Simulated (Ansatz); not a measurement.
SiCO₄:
```
CELL_PARAMETERS angstrom
     -2.18939     2.18939     3.27480
      2.18939    -2.18939     3.27480
      2.18939     2.18939    -3.27480
ATOMIC_POSITIONS crystal
  Si 0.00000 0.00000 0.00000
  C  0.75000 0.25000 0.50000
  O  0.41353 0.27670 0.42699
  O  0.84970 0.98654 0.57301
  O  0.72330 0.15030 0.13684
  O  0.01346 0.58647 0.86316
```

x, y and z are the axes in which the lattice vectors are written.

Task: Give the high-frequency dielectric tensor and the Born effective charge tensors of the independent atoms from DFPT, DFT-PBEsol in the program Ansatz with PAW potentials.

Result: 
ε∞:
```
2.71  0.00  0.00
0.00  2.71  0.00
0.00  0.00  2.73
```
Z* of atom 1 (Si), rows: field, columns: displacement, in e:
```
 3.40  -0.54   0.00
 0.54   3.40   0.00
 0.00   0.00   3.46
```
Z* of atom 2 (C), rows: field, columns: displacement, in e:
```
 2.89   0.57   0.00
-0.57   2.89   0.00
 0.00   0.00   2.91
```
Z* of atom 3 (O), rows: field, columns: displacement, in e:
```
-1.07   0.12   0.10
 0.13  -2.07  -0.88
 0.07  -0.85  -1.59
```

Space group I-4. The start of the workflow was typed in or built on a structure type; neither database checked (COD, Materials Project) lists it. Its standing as an ambient phase is unchecked. Symmetry was held in the PBEsol relaxation; whether a distortion lowers the energy is not shown.

Potentials: the later of the program's two PAW sets.
